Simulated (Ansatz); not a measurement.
In the program Ansatz at the LDA level (PAW), CdSiN₂ in the trigonal phase (R-3m; Cd on 3b, Si on 3a, N on 6c) relaxes to a = 2.878 Å, c = 17.735 Å. Cd has 2 nearest neighbours from 2.03 Å (linear); Si has 6 nearest neighbours from 1.90 Å (octahedral); N has 4 nearest neighbours from 1.90 Å (tetrahedral). Against the elements it lies at -0.43 eV/atom, with no fitted shifts.

Electronic character: metallic (no gap).

An equation-of-state fit gives a bulk modulus of 2000 kbar. The highest mode at Γ lies at 809 cm⁻¹.

The start of the workflow was typed in or built on a structure type; neither database checked (COD, Materials Project) lists it. Whether it is the stable phase at ambient conditions was not checked. The cell was relaxed with LDA under the symmetry of its start; its stability against distortions is not shown here. The volume moved by -46 % from the start of the relaxation. As this level gives no gap, phonon frequencies hold no LO–TO term and depend on the k-mesh and smearing (Fermi–Dirac, 0.1 eV here). The references are the lowest solids computed at this level, not always the standard phases (solids in place of the gases). Scalar-relativistic: spin–orbit coupling is off unless named, which matters more the heavier the elements.

Potentials: the later of the program's two PAW sets.
